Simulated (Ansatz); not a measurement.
# Ge: axial (c/a) deformation path

Theory: Ansatz, DFT PBEsol, scalar-relativistic, plane waves, PAW. Settings: plane waves to 420 eV, k-mesh 14×14×14 (Γ-centred), Gaussian smearing 0.15 eV. No spin polarisation. Energies are free energies at this smearing, counted from the undisturbed cell; pressure is positive in compression.

Reference structure (relaxed at this level; this form isn't the usual structure):

```
Ge
1.0
     0.00000    2.85111    4.93669
     2.61207    0.00000    4.93669
     2.61207    2.85111    0.00000
Ge
4
Direct
  0.77632 0.77632 0.22368
  0.22368 0.22368 0.77632
  0.27274 0.72726 0.27274
  0.72726 0.27274 0.72726
```

At fixed volume and fractional coordinates, lengths along (0.000, 0.000, 1.000) are scaled against those across it; ρ is that ratio over its starting value. The cell is metallic on the mesh throughout.

Task: Over the sampled range (0.850 to 1.200), is the undisturbed cell the lowest point?

Result: Yes, every other sampled point lies higher.

The scan:

```tsv
ρ	ΔE (meV/atom)
0.850	74.6
0.920	25.0
0.960	6.9
1.000	0.0
1.100	27.4
1.200	106.6
```

Cost: 6 runs of about 7 core-minutes in all, on Intel Xeon Platinum 8259CL (Skylake/Cascade Lake) (shared hosts).